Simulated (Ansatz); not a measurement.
SiO2:
Space group P3₂21 (No. 154); a = 4.9203 Å, b = 4.9203 Å, c = 5.4162 Å, α = 90.00°, β = 90.00°, γ = 120.00°

```json
[
 {"atom": "Si", "site": "3a", "symmetry": ".2.", "x": "0.5311", "y": "0.5311", "z": "0.0000"},
 {"atom": "O", "site": "6c", "symmetry": "1", "x": "0.2691", "y": "0.4132", "z": "0.2155"}
]
```

Relaxed with r²SCAN. 

HSE06 on this cell (Ansatz, a quantum-chemistry and plane-wave program, PAW) gives a gap of 7.78 eV. What does r²SCAN give?

6.60 eV.

Cost on shared cores: the r²SCAN run (SCF on a 7×7×5 mesh, then bands and DOS) very roughly 4 core-minutes, the HSE06 run (SCF on 4×4×3, then a few points) about 4 core-minutes (a rough figure); the tasks are unlike.

Space group P3_221. The r²SCAN relaxation kept the symmetry of its start; phonons on a q-mesh show no instability.

Potentials: the later of the program's two PAW sets.

Ansatz is a plane-wave DFT program.
